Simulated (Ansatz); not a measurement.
Phonons of a relaxed structure of MgSe by density-functional perturbation theory (low response-accuracy setting, no LO–TO term) at Γ and zone-boundary points with q components 0 or ½ of the primitive reciprocal vectors. Computed with r2SCAN (plane waves to 500 eV, PAW, scalar-relativistic; Ansatz, a quantum-chemistry and plane-wave program). Γ-centred k-mesh 8×8×8, Fermi–Dirac smearing 0.05 eV.

```yaml
crystal:
  lattice:
    - [0.00000, 2.73617, 2.73617]
    - [2.73617, 0.00000, 2.73617]
    - [2.73617, 2.73617, 0.00000]
  atoms:
    - { symbol: Mg, position: [0.50000, 0.50000, 0.50000] }
    - { symbol: Se, position: [0.00000, 0.00000, 0.00000] }
```

Space group Fm-3m (No. 225), rock salt type.

```json
[
 {"q": "Γ", "wavenumbers (cm⁻¹; i marks imaginary)": "0 (×3), 182 (×3)"},
 {"q": "L (½, 0, 0)", "wavenumbers (cm⁻¹; i marks imaginary)": "102 (×2), 178, 184 (×2), 333"},
 {"q": "X (½, ½, 0)", "wavenumbers (cm⁻¹; i marks imaginary)": "88 (×2), 131, 196 (×2), 217"}
]
```

What do these wavenumbers say about the structure?

No instability shows at these points (nothing beyond 15i cm⁻¹, the threshold used here). Other wavevectors were not sampled, so this does not prove stability.

No spin polarisation in the result.
